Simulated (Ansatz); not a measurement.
ZnCdO2:
```
ZnCdO2
1.0
    3.38052     0.00000     0.00000
   -1.69026     2.92761     0.00000
    0.00000     0.00000     5.62302
Zn Cd O
1 1 2
Direct
  0.00000   0.00000   0.99646
  0.66667   0.33333   0.48920
  0.66667   0.33333   0.09821
  0.00000   0.00000   0.65213
```

Tensor components refer to the Cartesian frame of this cell.

**Question.** Give the high-frequency dielectric tensor and the Born effective charge tensors of the independent atoms from DFPT, the program Ansatz at the r²SCAN level (PAW).

**Answer.** 
ε∞:
```
5.99  0.00  0.00
0.00  5.99  0.00
0.00  0.00  6.13
```
Z* of atom 1 (Zn), rows: field, columns: displacement, in e:
```
2.21  0.00  0.00
0.00  2.21  0.00
0.00  0.00  2.25
```
Z* of atom 2 (Cd), rows: field, columns: displacement, in e:
```
2.20  0.00  0.00
0.00  2.20  0.00
0.00  0.00  2.38
```
Z* of atom 3 (O), rows: field, columns: displacement, in e:
```
-2.25   0.00   0.00
 0.00  -2.25   0.00
 0.00   0.00  -2.32
```
Z* of atom 4 (O), rows: field, columns: displacement, in e:
```
-2.17   0.00   0.00
 0.00  -2.17   0.00
 0.00   0.00  -2.30
```

Static charges for comparison (Bader): Zn1 +1.28, Cd2 +1.19, O3 -1.25, O4 -1.23 e. Born charges measure polarisation by displacement and can exceed these by far.

Space group P3m1. The first step of the workflow began from a Materials Project structure, measured or hypothetical; the Crystallography Open Database copy checked does not list it. Its standing as an ambient phase is unchecked. Symmetry was held in the r²SCAN relaxation; its stability against distortions is not shown here. Spin–orbit coupling is left out wherever it is not named.

Potentials: the later of the program's two PAW sets.
